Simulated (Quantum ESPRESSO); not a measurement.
# AlMo5HfSn: input and log of a self-consistent run

Simulated, not a measurement. The program is pw.x of Quantum ESPRESSO 7.5 (plane-wave density functional theory). The cell is made up: eight metal atoms on a face-centred cubic lattice, with elements, volume, strain and displacements drawn at random and not relaxed, so it may be unstable or far from any real phase. PseudoDojo standard norm-conserving files set the functional (PBE unless stated); there is no spin polarisation or spin-orbit coupling, the Fermi-Dirac width of 0.25 eV means electrons at about 2900 K, and the masses in the input are unused placeholders. The tin pseudopotential is less sure than most, with forces differing by about three percent from a second method on plain tin. Heavy elements are run without spin-orbit coupling, which real alloys of them have. A spin test at this wide smearing found no moment, but such smearing suppresses magnetism that the real alloy may have.

Input:

```
&control calculation='scf', pseudo_dir='./dojo.nc.sr.pbe.v0_5.standard.upf', outdir='./o', disk_io='minimal', tprnfor=.true., tstress=.true. /
&system ibrav=0, nat=8, ntyp=4, nbnd=66, ecutwfc=79.96652505, nosym=.true., tot_charge=0,
 occupations='smearing', smearing='fd', degauss=0.0183746611
/
&electrons conv_thr=1.470e-08, electron_maxstep=70, mixing_beta=0.5 /
ATOMIC_SPECIES
Al 1.0 Al.upf
Hf 1.0 Hf.upf
Mo 1.0 Mo.upf
Sn 1.0 Sn.upf
CELL_PARAMETERS angstrom
-2.1068 -4.1859 -2.063
-4.0981 2.0622 2.0089
-0.0084 4.1642 -4.0743
ATOMIC_POSITIONS angstrom
Al 0.01 -0.0105 -0.001
Mo -0.0326 2.0789 -2.0088
Hf -2.0063 2.0911 -0.0076
Mo -2.0632 4.1409 -2.022
Mo -2.0497 -0.0645 -2.0947
Sn -2.0698 2.0648 -4.1145
Mo -4.0443 0.0241 -0.0271
Mo -4.1029 2.0655 -2.1129
K_POINTS automatic
5 5 4 1 1 1
```

The log is shortened where brackets say so; the opening notice, blank lines, dates and the lines on written files are dropped, and the path of the files is cut. It prints rydbergs, bohrs and kilobars, and counts compression as positive stress. Its total energy is the free energy E - TS of the whole cell.

```
     Program PWSCF v.7.5
     Parallel version (MPI & OpenMP), running on       4 processor cores
     Number of MPI processes:                 4
     Threads/MPI process:                     1
     [start-up lines left out]
     bravais-lattice index     =            0
     lattice parameter (alat)  =       9.6758  a.u.
     unit-cell volume          =     947.8567 (a.u.)^3
     number of atoms/cell      =            8
     number of atomic types    =            4
     number of electrons       =        99.00
     number of Kohn-Sham states=           66
     kinetic-energy cutoff     =      79.9665  Ry
     charge density cutoff     =     319.8661  Ry
     scf convergence threshold =      1.5E-08
     mixing beta               =       0.5000
     number of iterations used =            8  plain     mixing
     Exchange-correlation= PBE
                           (   1   4   3   4   0   0   0)
     [axes and pseudopotential details left out]
   Cartesian axes
     site n.     atom                  positions (alat units)
         1        Al     tau(   1) = (   0.0019531  -0.0020507  -0.0001953  )
         2        Mo     tau(   2) = (  -0.0063670   0.4060202  -0.3923293  )
         3        Hf     tau(   3) = (  -0.3918410   0.4084029  -0.0014843  )
         4        Mo     tau(   4) = (  -0.4029539   0.8087397  -0.3949073  )
         5        Mo     tau(   5) = (  -0.4003173  -0.0125972  -0.4091060  )
         6        Sn     tau(   6) = (  -0.4042429   0.4032664  -0.8035836  )
         7        Mo     tau(   7) = (  -0.7898732   0.0047069  -0.0052928  )
         8        Mo     tau(   8) = (  -0.8013181   0.4034031  -0.4126606  )
     number of k points=    50  Fermi-Dirac smearing, width (Ry)=  0.0184
                       cart. coord. in units 2pi/alat
        k(    1) = (  -0.1735417   0.0281095  -0.1280004), wk =   0.0400000
        k(    2) = (  -0.2114055   0.1437287  -0.3239281), wk =   0.0400000
     [further k points left out]
     Dense  grid:    91577 G-vectors     FFT dimensions: (  60,  54,  64)
     Estimated max dynamical RAM per process >     310.52 MB
     Estimated total dynamical RAM >       1.15 GB
     Initial potential from superposition of free atoms
     starting charge      98.9870, renormalised to      99.0000
     Starting wfcs are   73 randomized atomic wfcs
     total cpu time spent up to now is        3.6 secs
     per-process dynamical memory:   242.9 Mb
     Self-consistent Calculation
     iteration #  1     ecut=    79.97 Ry     beta= 0.50
     Davidson diagonalization with overlap
     ethr =  1.00E-02,  avg # of iterations =  2.4
     total cpu time spent up to now is       10.0 secs
     total energy              =    -977.33202414 Ry
     estimated scf accuracy    <       1.20406144 Ry
     iteration #  2     ecut=    79.97 Ry     beta= 0.50
     Davidson diagonalization with overlap
     ethr =  1.22E-03,  avg # of iterations =  3.8
     total cpu time spent up to now is       16.9 secs
     total energy              =    -977.35174630 Ry
     estimated scf accuracy    <       2.82937332 Ry
     iteration #  3     ecut=    79.97 Ry     beta= 0.50
     Davidson diagonalization with overlap
     ethr =  1.22E-03,  avg # of iterations =  2.0
     total cpu time spent up to now is       23.2 secs
     total energy              =    -977.62216966 Ry
     estimated scf accuracy    <       1.58125632 Ry
     iteration #  4     ecut=    79.97 Ry     beta= 0.50
     Davidson diagonalization with overlap
     ethr =  1.22E-03,  avg # of iterations =  1.3
     total cpu time spent up to now is       28.6 secs
     total energy              =    -977.77185567 Ry
     estimated scf accuracy    <       0.11092031 Ry
     iteration #  5     ecut=    79.97 Ry     beta= 0.50
     Davidson diagonalization with overlap
     ethr =  1.12E-04,  avg # of iterations =  3.9
     total cpu time spent up to now is       35.2 secs
     total energy              =    -977.76650782 Ry
     estimated scf accuracy    <       0.24501129 Ry
     [iterations 6 to 11 left out]
     iteration # 12     ecut=    79.97 Ry     beta= 0.50
     Davidson diagonalization with overlap
     ethr =  9.38E-09,  avg # of iterations =  4.3
     total cpu time spent up to now is       77.8 secs
     total energy              =    -977.79143844 Ry
     estimated scf accuracy    <       0.00000275 Ry
     iteration # 13     ecut=    79.97 Ry     beta= 0.50
     Davidson diagonalization with overlap
     ethr =  2.78E-09,  avg # of iterations =  2.0
     total cpu time spent up to now is       83.9 secs
     total energy              =    -977.79143877 Ry
     estimated scf accuracy    <       0.00000098 Ry
     iteration # 14     ecut=    79.97 Ry     beta= 0.50
     Davidson diagonalization with overlap
     ethr =  9.89E-10,  avg # of iterations =  2.0
     total cpu time spent up to now is       89.4 secs
     total energy              =    -977.79143886 Ry
     estimated scf accuracy    <       0.00000089 Ry
     iteration # 15     ecut=    79.97 Ry     beta= 0.50
     Davidson diagonalization with overlap
     ethr =  8.95E-10,  avg # of iterations =  1.0
     total cpu time spent up to now is       94.4 secs
     total energy              =    -977.79143894 Ry
     estimated scf accuracy    <       0.00000002 Ry
     iteration # 16     ecut=    79.97 Ry     beta= 0.50
     Davidson diagonalization with overlap
     ethr =  1.72E-11,  avg # of iterations =  3.8
     total cpu time spent up to now is      100.8 secs
     End of self-consistent calculation
     [lines on levels left out]
!    total energy              =    -977.79143894 Ry
     estimated scf accuracy    <          2.2E-09 Ry
     smearing contrib. (-TS)   =      -0.12587932 Ry
     internal energy E=F+TS    =    -977.66555963 Ry
     The total energy is F=E-TS. E is the sum of the following terms:
     one-electron contribution =    -218.72198151 Ry
     hartree contribution      =     164.10988704 Ry
     xc contribution           =    -177.88266005 Ry
     ewald contribution        =    -745.17080511 Ry
     convergence has been achieved in  16 iterations
     Forces acting on atoms (cartesian axes, Ry/au):
     atom    1 type  1   force =     0.01512945   -0.00730299   -0.00208737
     atom    2 type  3   force =     0.01805571    0.00979026   -0.03080826
     atom    3 type  2   force =    -0.02494708   -0.00007856   -0.00012365
     atom    4 type  3   force =     0.00544344    0.00798363    0.01165439
     atom    5 type  3   force =     0.02045683    0.01323243    0.00244174
     atom    6 type  4   force =     0.01463476   -0.00386244    0.02687900
     atom    7 type  3   force =    -0.02621011   -0.00121950   -0.00398545
     atom    8 type  3   force =    -0.02256299   -0.01854283   -0.00397040
     Total force =     0.075055     Total SCF correction =     0.000197
     Computing stress (Cartesian axis) and pressure
          total   stress  (Ry/bohr**3)                   (kbar)     P=      -28.53
  -0.00012083   0.00002333  -0.00001176          -17.77        3.43       -1.73
   0.00002333  -0.00024194   0.00009693            3.43      -35.59       14.26
  -0.00001176   0.00009693  -0.00021903           -1.73       14.26      -32.22
     init_run     :      3.37s CPU      3.49s WALL (       1 calls)
     electrons    :     96.99s CPU     97.27s WALL (       1 calls)
     forces       :      1.12s CPU      1.13s WALL (       1 calls)
     stress       :      3.89s CPU      3.89s WALL (       1 calls)
     [timing details left out]
     PWSCF        :   1m45.48s CPU   1m45.91s WALL
     JOB DONE.
```

In other units: free energy -13303.530 eV for the cell, pressure -2.85 GPa, largest force component 0.792 eV/Å in size. The run took 108 s of wall time with four MPI processes on a shared machine (AMD EPYC, Zen 5, virtual cores), so the time is rough. A rerun of this cell at a higher cutoff and on a denser mesh moved values by no more than 0.004 eV in energy, 0.04 GPa in stress and 0.010 eV/Å in force, and a second program with other atomic files agreed on that cell to 2 % rms in force and 0.5 GPa in pressure.